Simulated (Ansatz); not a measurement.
Re:
Space group P6₃/mmc (No. 194); a = b = 2.7591 Å, c = 8.9098 Å, α = β = 90.00°, γ = 120.00°

```json
[
 {"atom": "Re", "site": "2a", "symmetry": "-3m.", "x": "0.0000", "y": "0.0000", "z": "0.0000"},
 {"atom": "Re", "site": "2c", "symmetry": "-6m2", "x": "0.3333", "y": "0.6667", "z": "0.2500"}
]
```

Relaxed with r²SCAN.

Decompose the optical modes at the zone centre into irreducible representations, and say which are infrared and Raman allowed.

Point group 6/mmm: Γ_opt = A2u + B1g + B2u + E1u + E2g + E2u. Infrared: A2u, E1u. Raman: E2g.

Assign frequencies (DFPT, plane-wave PAW r²SCAN (Ansatz code)).

E2g 87, E2u 88, E1u 112, A2u 135, B1g 172, B2u 176 cm⁻¹.

Subscripts of B labels follow the axes of the standard setting.

Space group P6_3/mmc (dhcp (α-La type)). The workflow started from a Materials Project entry (that database holds measured and hypothetical structures alike). Its sites differ from those of the usual phase in this space group: another stacking or structure type. Symmetry was held in the r²SCAN relaxation; of distortions, only those at the zone centre were tested. The run is not spin-polarised. As this level gives no gap, phonon frequencies hold no LO–TO term and depend on the k-mesh and smearing (Fermi–Dirac, 0.1 eV here). Axis ratios of metals converge slowly with the k-mesh, so a and c are less sure than the volume. Spin–orbit coupling is left out wherever it is not named.

Potentials: the later of the program's two PAW sets.
